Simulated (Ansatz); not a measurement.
Ansatz input

```yaml
crystal:
  lattice:
    - [0.0, 2.0271810078, 2.0271810078]
    - [2.0271810078, 0.0, 2.0271810078]
    - [2.0271810078, 2.0271810078, 0.0]
  atoms:
    - { symbol: B, position: [0.125, 0.125, 0.125] }
    - { symbol: B, position: [0.875, 0.875, 0.875] }
hamiltonian:
  xc: r2scan
  pseudopotentials:
    kind: paw
    azcp:
      B: "pseudopotentials/B.paw.azcp"
basis:
  ecutwfc: 500
  fft_grid_basis: typed
kpoints:
  mp_grid: { grid: [22, 22, 22], shift: [0, 0, 0] }
magnetization:
  spin_polarized: false
scf:
  occupations: { method: fermi_dirac, width: 0.1 }
```

and its output:

```
Engine: ansatz 0.2.0, x86_64-unknown-linux-gnu
Pseudopotentials: kind: paw
Pseudopotential: B, paw, valence charge 3, recommended cutoff 500 eV (meta_gga) 
Functional definition: r2SCAN
  parameter k0 = 0.174
  parameter k1 = 0.065
  parameter a1 = 4.9479
  exchange = r2scan_x(k0 = k0, k1 = k1, a1 = a1)
  correlation = r2scan_c
Crystal: 2 atoms, lattice volume = 16.661 Å³
Basis set: ecut = 500 eV, 411 PW (Γ), exchange–correlation on 96×96×96 points (64 copies of the dense FFT grid, shifted against one another)
Bands: 7, of which v1, the nominal top of the filled ones, is band 3 counted from 1 (2 counted from 0)
Symmetry: 48 space group operations
Space group: Fd-3m (ITA 227), of the structure as read, at distance tolerance 2.6e-5 Å
k-points: 328 of 10648
Non-local potential: B, projectors of the file, l = 0: 2, l = 1: 2, l = 2: 1
PAW form: soft (Blöchl's): semilocal exchange-correlation on the pseudo side does not see the compensation charge
PAW frozen core: B, regenerated for the run's functional (the file was generated under x = pbe(κ = 0.804, μ = 0.2195149727645171), c = pbe(β = 0.06672455060314922))
PAW one-centre angular grid: B, 302 points (default); XC on 160 Gauss nodes
Initial density: superposition of atomic densities (neutral atoms: chi_scale 0, normalization atom), corrected by the library's trained network
Initial wavefunctions: pseudopotential atomic-orbital guess
Functional: x = r2scan, c = r2scan; τ floored in thin density (d = 2e-4 eV/Å³)
SCF iter   1: F=—  HF=-311.094267 eV  |F-HF|=—  |Δ(HF+E_count)|=         —  Δρ=3.93e-3  dr2=1.01e-3  dr2_τ=1.54e-1  ethr=1.77e-3  ⟨swp⟩=4.5  Hψ=15889  notcnv=0
SCF iter   2: F=—  HF=-311.128714 eV  |F-HF|=—  |Δ(HF+E_count)|=   3.44e-2  Δρ=2.86e-3  dr2=5.31e-4  dr2_τ=1.07e-5  ethr=1.69e-5  ⟨swp⟩=2.0  Hψ=7195  notcnv=0  defer=21
SCF iter   3: F=—  HF=-311.128973 eV  |F-HF|=—  |Δ(HF+E_count)|=   2.59e-4  Δρ=1.09e-3  dr2=8.64e-5  dr2_τ=4.59e-6  ethr=8.85e-6  ⟨swp⟩=2.5  Hψ=3224  notcnv=0  defer=21
SCF iter   4: F=—  HF=-311.129025 eV  |F-HF|=—  |Δ(HF+E_count)|=   5.13e-5  Δρ=2.52e-4  dr2=4.57e-6  dr2_τ=9.38e-8  ethr=1.44e-6  ⟨swp⟩=2.0  Hψ=3181  notcnv=0  defer=21
SCF iter   5: F=—  HF=-311.129028 eV  |F-HF|=—  |Δ(HF+E_count)|=   3.06e-6  Δρ=5.53e-5  dr2=2.22e-7  dr2_τ=5.03e-9  ethr=7.62e-8  ⟨swp⟩=2.0  Hψ=3135  notcnv=0  defer=21
SCF iter   6: F=-311.129028 eV  HF=-311.129028 eV  |F-HF|=5.60e-10  |Δ(HF+E_count)|=   1.71e-7  Δρ=3.05e-6  dr2=6.49e-10  dr2_τ=1.40e-11  ethr=1.67e-9  ⟨swp⟩=2.0  Hψ=4235  notcnv=0
SCF 1 converged in 6 iterations: F = -311.129028 eV  dr2 = 6.49e-10
SCF converged after 6 iterations
Free energy (F): -311.129028 eV
Harris-Foulkes:  -311.129028 eV  (|F-HF|=5.60e-10)
Internal energy: -311.102341 eV  (E = F + TS)
E sigma→0 (E₀):  -311.115685 eV
Entropy (-TS):   -0.026686 eV (-13.343 meV/atom)
Fermi energy:    6.470760 eV
--- Per-component energies (eV) ---
  E_band       = 8.749418
  E_kinetic    = 90.702186
  E_local      = -42.427540  (includes V_loc(G=0)·N_el)
  E_nonlocal   = 25.280140
  E_hartree    = 8.078350
  E_xc         = -60.415538
  E_vxc        = -79.175982  (∫ρ·V_xc dr)
  E_paw        = -160.095213  (= ΣΔE_a)
  E_vpaw       = -5.621601  (= ΣTr[D̂ρ^β])
  E_aug_tail   = -0.000002  (compensation charges beyond the density's cutoff)
  E_vtau       = 3.835540  (kinetic-family band-sum trace: ∫τ·v_τ [+ j·A + Jᵃ·Aᵃ] dr)
  E_ewald      = -172.187840
  E_core_change = -0.036884  (= ΣΔE_core)
  E_smearing   = -0.026686  (= −TS)
  E_closure    = -0.000000  (closes the sum)
  Σ components = -311.129028   (vs F -311.129028, Δ=0.00e0)
```

Command:

```sh
ansatz run input.yaml --threads 1 --pin off --max-ram 3584MiB --backend cpu --events-out ev --progress --plain --runs-dir out
```

On 1 thread of Intel(R) Xeon(R) Platinum 8259CL CPU @ 2.50GHz (Skylake/Cascade Lake) (shared host) this took about 6.1 s of wall time and 5.9 s of CPU time.
